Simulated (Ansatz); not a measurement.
# Elastic constants of HfN at 5 GPa (stress–strain coefficients): input and output

These are results of Ansatz 0.2.0, DFT LDA, scalar-relativistic, plane waves, PAW, not measurements.

Launched with:
```bash
ansatz run input.yaml --threads 1 --pin off --max-ram 1228MiB --backend cpu --events-out ev --progress --plain --runs-dir out
```

Input (bare energies are in eV):
```yaml
crystal:
  lattice:
    - [3.0847941966, 0.0, 0.0]
    - [-1.5423970983, 2.6715101397, 0.0]
    - [0.0, 0.0, 5.3285005789]
  atoms:
    - { symbol: Hf, position: [0.6666666667, 0.3333333333, 0.75] }
    - { symbol: Hf, position: [0.3333333333, 0.6666666667, 0.25] }
    - { symbol: "N", position: [0.0, 0.0, 0.0] }
    - { symbol: "N", position: [0.0, 0.0, 0.5] }
basis:
  ecutwfc: 420
kpoints:
  mp_grid: { grid: [15, 15, 8] }
hamiltonian:
  xc: lda
scf:
  occupations: { method: fermi_dirac, width: 0.15 }
output:
  forces: true
  stress: true
  eigenvalues: true
elastic:
  mode: relaxed_ion
  amplitude: 0.005
  stencil: two_point
```

From the output:
```
--- Elastic constants: 3 strain directions × 2 members + reference (group order 24) ---
  dense FFT box of the reference and of every strained cell: 24×24×36
  strains applied: 11, 33, 23; error gains: componentwise 1.00 (the most a stress slope's error grows in a printed constant), spectral 1.41 (1 for all six strains in a standard setting)
  C = ∂σ_k/∂η_j (tension-positive GPa; Voigt order 11 22 33 23 13 12):
       601.642    175.413    168.490      0.000      0.000     -0.000
       175.413    601.642    168.490     -0.000     -0.000     -0.000
       168.474    168.474    621.130      0.000      0.000     -0.000
        -0.000      0.000     -0.000    158.674      0.000     -0.000
         0.000     -0.000      0.000     -0.000    158.674      0.000
         0.000     -0.000     -0.000      0.000      0.000    213.115
  reference stress σ⁰ (GPa):     -4.998     -4.998     -4.999     -0.000      0.000     -0.000
  C* (energy form; C + prestress term) asymmetry max|C*_kj − C*_jk| = 1.617e-2 GPa — a small one proves nothing (zero by symmetry where the batch's group is 432, −43m or m−3m); a large one is finite-difference/SCF noise where every solve ...
  moduli (Voigt/Reuss/Hill, GPa): K = 316.57/316.55/316.56   G = 193.56/189.04/191.30   E = 477.68   ν = 0.249
  mechanically stable: yes (min eigenvalue of sym C = 158.67 GPa)
  the stresses are not corrected for the forces that the relaxations left standing (`elastic.f_tol`)
  strain η (Voigt 11):  stress-route row diagonal C_11 = 601.64 GPa, energy-path curvature d²(F+E_count+ΔE)/dδ²/Ω₀ = 601.27 GPa
         δ    σ_11 (GPa) F (eV) n_scf n_hpsi n_pw
    -5.000e-3      -8.0515      -31709.1926932       2  108894    868   relax 3 steps, max|allowed force component| 5.22e-8 eV/Å
     5.000e-3      -2.0351      -31709.2064626       2  107570    876   relax 3 steps, max|allowed force component| 2.97e-8 eV/Å
  strain η (Voigt 33):  stress-route row diagonal C_33 = 621.13 GPa, energy-path curvature d²(F+E_count+ΔE)/dδ²/Ω₀ = 620.83 GPa
         δ    σ_33 (GPa) F (eV) n_scf n_hpsi n_pw
    -5.000e-3      -8.1475      -31709.1926623      10  119524    869   relax 0 steps, max|allowed force component| 1.11e-16 eV/Å
     5.000e-3      -1.9362      -31709.2064465       8  102026    876   relax 0 steps, max|allowed force component| 1.11e-16 eV/Å
  strain η (Voigt 23):  stress-route row diagonal C_44 = 158.67 GPa, energy-path curvature d²(F+E_count+ΔE)/dδ²/Ω₀ = 161.08 GPa
         δ    σ_23 (GPa) F (eV) n_scf n_hpsi n_pw
    -5.000e-3      -0.7934      -31709.2010949       2  161615    870   relax 3 steps, max|allowed force component| 1.00e-6 eV/Å
     5.000e-3       0.7934      -31709.2010949       2  163761    870   relax 3 steps, max|allowed force component| 1.19e-6 eV/Å
```

The run took 17 min on 1 thread of Arm Neoverse N1, on a shared host, peak memory 0.96 GiB.

In a metal, frequencies and elastic constants depend on the k mesh and the smearing, soft modes and shear constants most. Spin–orbit coupling is left out, which can shift energies with elements as heavy as these. Other phases may be more stable at this pressure.

This form isn't the usual stable structure of the compound at low pressure.